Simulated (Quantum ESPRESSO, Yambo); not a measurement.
Quasiparticle gap of K₃RhF₆

K₃RhF₆ is taken in the cubic space group Fm-3m (No. 225), Pearson symbol cF40. Conventional cell: a = 8.8211 Å, b = 8.8211 Å, c = 8.8211 Å, α = 90.00°, β = 90.00°, γ = 90.00°. F on 24e sees 1 Rh at 1.977 Å and 1 K at 2.434 Å and 4 K at 3.127 Å (octahedral). K1 on 8c sees 12 F at 3.127 Å. K2 on 4b is coordinated by 6 F at 2.434 Å (octahedral). Rh on 4a is coordinated by 6 F at 1.977 Å (octahedral). (Neighbours: up to the widest gap in distance over summed covalent radii, below 1.35, at either atom; cation-cation contacts left out.)
(The calculation used a cell of 10 atoms; values per cell refer to that cell.)

The geometry is that of Materials Project entry mp-1111856, symmetrised and not relaxed again.

Starting point: PBEsol (Quantum ESPRESSO, PseudoDojo norm-conserving, 88 Ry, without SOC). G0W0 in Yambo: 2×2×2 Γ-centred k mesh, bands 5 to 328 and a 8 Ry block in the screening, 328 bands in G with the Bruneval-Gonze terminator, plasmon pole fitted at 27.2 eV.

| Quantity | Value |
|---|---|
| PBEsol gap along the band path | 2.11 eV |
| PBEsol gap between the mesh's edge points (X → X) | 2.11 eV |
| G0W0 gap between the same points | 5.98 eV |

| k point | band | E PBEsol (eV) | E QP (eV) | shift (eV) | Z |
|---|---|---|---|---|---|
| Γ | VB | -0.16 | -1.78 | -1.62 | 0.80 |
| Γ | CB | 2.25 | 4.57 | 2.32 | 0.81 |
| L | VB | -0.06 | -1.69 | -1.62 | 0.80 |
| L | CB | 2.40 | 4.71 | 2.30 | 0.80 |
| X | VB | 0.00 | -1.62 | -1.62 | 0.80 |
| X | CB | 2.11 | 4.36 | 2.25 | 0.81 |

Energies count from the PBEsol valence-band maximum.

Nearest settings tried, and what they do to the gap: 212 bands in G: -7 meV; 212 bands in W, 212 bands in G: +40 meV; 3 Ry block (137 vectors against 531): +184 meV. Not varied: mesh. So the settings aren't converged at that level. The k mesh is coarse.

Spin-orbit splittings are left out.

The structure is a Materials Project entry; no match was found in the copy of COD used, and its stability was not checked.
